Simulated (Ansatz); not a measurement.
MgO:
```
MgO
1.0
    0.00000     2.10711     2.10711
    2.10711     0.00000     2.10711
    2.10711     2.10711     0.00000
Mg O
1 1
Direct
  0.50000   0.50000   0.50000
  0.00000   0.00000   0.00000
```

Relaxed with PBEsol. Special points in fractions of this cell's reciprocal vectors: Γ (0.000, 0.000, 0.000); X (0.500, 0.000, 0.500); U (0.625, 0.250, 0.625); K (0.375, 0.375, 0.750); L (0.500, 0.500, 0.500); W (0.500, 0.250, 0.750).

Q: List the band energies nearest the valence-band maximum at these points for the program Ansatz at the PBEsol level (PAW).

A: In eV from the valence-band maximum; about four levels below and three above (degenerate sets whole), none deeper than 8.9 eV; … stands for higher levels left out; points with the same levels are listed once.

```tsv
k	below	above
Γ	0.00 0.00 0.00	4.62 …
X	-4.11 -1.35 -1.35	8.95 …
U	-3.52 -2.74 -1.15	9.94 …
L	-4.66 -0.66 -0.66	7.74 …
W	-2.98 -2.98 -1.79	…
```

Space group Fm-3m (rock salt). Symmetry was held in the PBEsol relaxation; phonons on a q-mesh show no instability. The volume moved by -33 % from the start of the relaxation.

Potentials: the later of the program's two PAW sets.
